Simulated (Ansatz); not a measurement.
MgTe:
```
MgTe
1.0
    3.71285     0.00000     0.00000
    0.00000     3.71285     0.00000
    0.00000     0.00000     3.71285
Mg Te
1 1
Cartesian
  0.00000   0.00000   0.00000
  1.85643   1.85643   1.85643
```

Relaxed with PBE. Special points in fractions of this cell's reciprocal vectors: Γ (0.000, 0.000, 0.000); X (0.000, 0.500, 0.000); M (0.500, 0.500, 0.000); R (0.500, 0.500, 0.500).

Problem. List the band energies nearest the Fermi level at these points for DFT-PBE with spin–orbit coupling in the program Ansatz with PAW potentials.

Solution. In eV from the Fermi level; about four levels below and three above (degenerate sets whole), none deeper than 8.9 eV; points with the same levels are listed once.

| k | below | above |
|---|---|---|
| Γ | -0.75 -0.75 -0.75 -0.75 | 0.09 0.09 3.40 3.40 3.40 3.40 |
| X | -6.07 -6.07 -0.41 -0.41 | 0.25 0.25 2.96 2.96 |
| M | -4.37 -4.37 -1.33 -1.33 | 0.79 0.79 6.48 6.48 |
| R | -3.07 -3.07 -3.07 -3.07 | 0.76 0.76 0.76 0.76 |

Space group Pm-3m (CsCl type). A made-up cell: these elements were put on the sites of a structure type; neither database checked (COD, Materials Project) lists it. COD files the formula under space group No. 186, so this cell is another polymorph or a model. Whether it is the stable phase at ambient conditions was not checked. The cell was relaxed with PBE under the symmetry of its start. At this level the phase is dynamically unstable (imaginary phonons).

Potentials: the later of the program's two PAW sets.
